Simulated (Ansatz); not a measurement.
Ir:
Space group Fm-3m (No. 225); a = 3.8301 Å, b = 3.8301 Å, c = 3.8301 Å, α = 90.00°, β = 90.00°, γ = 90.00°

| atom | site | symmetry | x | y | z |
|---|---|---|---|---|---|
| Ir | 4a | m-3m | 0.0000 | 0.0000 | 0.0000 |
(The calculation used a cell of 1 atom; values per cell refer to that cell.)

Relaxed with PBEsol.

Question: Which orbitals make up the states near the Fermi level in PBEsol (plane waves, PAW; program Ansatz)?

Answer: Within 0.5 eV of the Fermi level: Ir 5d 95 %. Projections are on Löwdin-orthogonalised atomic valence shells; empty p or d shells of many metals are not among them.

Question: Tabulate the density of states.

Answer: States/eV per cell of 1 atom, in 0.25 eV bins, energy from the Fermi level.

```csv
E (eV),total,Ir 5d,Ir 6s
-7.85,0.63,0.38,0.24
-7.60,0.83,0.55,0.26
-7.35,1.03,0.75,0.26
-7.10,1.23,0.99,0.23
-6.85,1.21,1.03,0.16
-6.60,1.12,0.99,0.12
-6.35,1.09,0.99,0.09
-6.10,0.92,0.85,0.05
-5.85,0.69,0.65,0.02
-5.60,1.07,1.02,0.02
-5.35,1.09,1.03,0.03
-5.10,1.06,1.00,0.03
-4.85,1.11,1.04,0.05
-4.60,1.23,1.14,0.06
-4.35,1.24,1.13,0.07
-4.10,1.44,1.29,0.10
-3.85,1.56,1.41,0.10
-3.60,1.73,1.59,0.08
-3.35,1.68,1.55,0.08
-3.10,1.04,0.93,0.07
-2.85,1.02,0.92,0.05
-2.60,0.89,0.80,0.04
-2.35,0.87,0.78,0.04
-2.10,1.04,0.95,0.04
-1.85,1.19,1.11,0.04
-1.60,1.22,1.14,0.04
-1.35,0.92,0.85,0.03
-1.10,0.92,0.86,0.03
-0.85,0.87,0.82,0.03
-0.60,0.83,0.78,0.03
-0.35,0.83,0.79,0.03
-0.10,0.87,0.82,0.03
0.15,0.93,0.88,0.03
0.40,1.11,1.06,0.03
0.65,1.50,1.44,0.04
0.90,1.45,1.40,0.03
1.15,0.95,0.89,0.04
1.40,0.66,0.59,0.05
1.65,0.27,0.19,0.06
1.90,0.27,0.17,0.06
2.15,0.27,0.16,0.07
2.40,0.27,0.15,0.07
2.65,0.27,0.14,0.08
2.90,0.27,0.13,0.09
3.15,0.27,0.11,0.09
3.40,0.27,0.10,0.09
3.65,0.27,0.09,0.10
3.90,0.27,0.08,0.10
4.15,0.27,0.07,0.10
4.40,0.26,0.06,0.10
4.65,0.26,0.06,0.10
```

Symmetry was held in the PBEsol relaxation. The run is not spin-polarised. Scalar-relativistic: spin–orbit coupling is off unless named, which matters more the heavier the elements.

Potentials: the earlier of the program's two PAW sets. The files were generated under PBE; for other functionals the program regenerates the frozen cores, and for LDA and PBEsol the local potential too.
